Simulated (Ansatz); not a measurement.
**Se under strains and displacements**

Level of theory: DFT PBEsol, scalar-relativistic, plane waves, PAW in Ansatz 0.2.0.

Plane waves to 420 eV, a k mesh through Γ of 18×18×18 on the computed 1-atom cell and Gaussian smearing (0.10 eV); no spin polarisation.

Reference cell:

```
Se
1.0
    -1.70345    1.70345    1.70345
     1.70345   -1.70345    1.70345
     1.70345    1.70345   -1.70345
Se
1
Direct
  0.00000 0.00000 0.00000
```

Each variant moves atoms of this cell by the vectors given, if any (Å), and then applies a symmetric strain (tensor components, Cartesian axes). The reference cell isn't relaxed at this level. Energies are per atom at zero smearing, counted from the lowest variant. Pressure is positive in compression.

1. strain (xx yy zz yz xz xy, %) 2.70 2.70 2.70 0.00 0.00 0.00
2. strain (xx yy zz yz xz xy, %) -3.49 -3.49 -3.49 2.00 -2.00 2.00
3. strain (xx yy zz yz xz xy, %) 1.58 1.58 1.58 0.00 0.00 0.00

| result | ΔE (meV/atom) | P (GPa) |
| --- | --- | --- |
| A | 10.1 | 8.92 |
| B | 0.0 | -5.39 |
| C | 27.2 | -7.19 |

(1) Which variant gave which result?

Spin polarisation was left out, and a magnetic state may lie lower.

Answers

(1) A is 2, B is 3, C is 1. The pressure falls as the cell grows: from the smallest volume to the largest the variants are 2, 3, 1.

This bcc form isn't the element's structure at ambient conditions.